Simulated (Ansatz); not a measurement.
TiN (rock salt)

```yaml
crystal:
  lattice:
    - [0.00000, 2.10193, 2.10193]
    - [2.10193, 0.00000, 2.10193]
    - [2.10193, 2.10193, 0.00000]
  atoms:
    - { symbol: N, position: [0.00000, 0.00000, 0.00000] }
    - { symbol: Ti, position: [0.50000, 0.50000, 0.50000] }
```

The slice is a {100} plane (indices of the conventional cell) through the point (0.000, 0.000, 0.000) (fractional), spanned by u = [100] and v = [0 1 -1] in vectors of this cell: u (2.97 Å) and v (2.97 Å, at 90° to u). It covers one period; positions are fractions (u, v).

Method: PBEsol (plane waves to 420 eV, PAW, scalar-relativistic; Ansatz, a program for electronic structure). k mesh 19×19×19. Near the nuclei the fields are pseudised (PAW); where an atom keeps semicore shells as valence, they peak there. The PAW data are Ansatz's earlier set. TiN is run without spin polarisation. TiN was relaxed with its symmetry unable to fall.

Three fields on this plane, each scaled to ten steps between its own extremes (0 low, 9 high; the total valence density on a logarithmic scale, the potential cut 8 eV below its top; x marks points blanked near nuclei; v = 0 in the bottom row):

Map A
```
|xxxxxxxx999999999xxxxxxx|
|xxxxxxx88887778888xxxxxx|
|xxxxxxx76654445667xxxxxx|
|xxxxxxx54200000245xxxxxx|
|xxxxxx42000xxx00024xxxxx|
|xxxxx410xxxxxxxxx014xxxx|
|xx77520xxxxxxxxxxx02577x|
|998740xxxxxxxxxxxxx04789|
|998620xxxxxxxxxxxxx02689|
|998500xxxxxxxxxxxxx00589|
|99750xxxxxxxxxxxxxxx0579|
|99740xxxxxxxxxxxxxxx0479|
|99750xxxxxxxxxxxxxxx0579|
|998500xxxxxxxxxxxxx00589|
|998620xxxxxxxxxxxxx02689|
|998740xxxxxxxxxxxxx04789|
|xx77520xxxxxxxxxxx02577x|
|xxxxx410xxxxxxxxx014xxxx|
|xxxxxx42000xxx00024xxxxx|
|xxxxxxx54200000245xxxxxx|
|xxxxxxx76654445667xxxxxx|
|xxxxxxx88887778888xxxxxx|
|xxxxxxxx999999999xxxxxxx|
|xxxxxxxx999999999xxxxxxx|
```

Map B
```
|xxxxxxxx742000247xxxxxxx|
|xxxxxxx96421012469xxxxxx|
|xxxxxxx96432223469xxxxxx|
|xxxxxxx86555555568xxxxxx|
|xxxxxx98889xxx98889xxxxx|
|xxxxx989xxxxxxxxx989xxxx|
|xx99889xxxxxxxxxxx98899x|
|776668xxxxxxxxxxxxx86667|
|444458xxxxxxxxxxxxx85444|
|122359xxxxxxxxxxxxx95322|
|00125xxxxxxxxxxxxxxx5210|
|00025xxxxxxxxxxxxxxx5200|
|00125xxxxxxxxxxxxxxx5210|
|122359xxxxxxxxxxxxx95322|
|444458xxxxxxxxxxxxx85444|
|776668xxxxxxxxxxxxx86667|
|xx99889xxxxxxxxxxx98899x|
|xxxxx989xxxxxxxxx989xxxx|
|xxxxxx98889xxx98889xxxxx|
|xxxxxxx86555555568xxxxxx|
|xxxxxxx96432223469xxxxxx|
|xxxxxxx96421012469xxxxxx|
|xxxxxxxx742000247xxxxxxx|
|xxxxxxxx741000147xxxxxxx|
```

Map C
```
|xxxxxxxx852111258xxxxxxx|
|xxxxxxx96310001369xxxxxx|
|xxxxxxx74100000147xxxxxx|
|xxxxxxx41000000014xxxxxx|
|xxxxxx41001xxx10014xxxxx|
|xxxxx410xxxxxxxxx014xxxx|
|xx97410xxxxxxxxxxx01479x|
|886410xxxxxxxxxxxxx01468|
|553101xxxxxxxxxxxxx10135|
|321001xxxxxxxxxxxxx10012|
|11000xxxxxxxxxxxxxxx0001|
|11000xxxxxxxxxxxxxxx0001|
|11000xxxxxxxxxxxxxxx0001|
|321001xxxxxxxxxxxxx10012|
|553101xxxxxxxxxxxxx10135|
|886410xxxxxxxxxxxxx01468|
|xx97410xxxxxxxxxxx01479x|
|xxxxx410xxxxxxxxx014xxxx|
|xxxxxx41001xxx10014xxxxx|
|xxxxxxx41000000014xxxxxx|
|xxxxxxx74100000147xxxxxx|
|xxxxxxx96310001369xxxxxx|
|xxxxxxxx852111258xxxxxxx|
|xxxxxxxx853111358xxxxxxx|
```

Problem. Assign the maps to these fields: electron localisation function (ELF); valence electron density; electrostatic potential energy of an electron, from the cell's mean.

Solution. A is the electrostatic potential energy of an electron, from the cell's mean; B is the valence electron density; C is the electron localisation function (ELF).
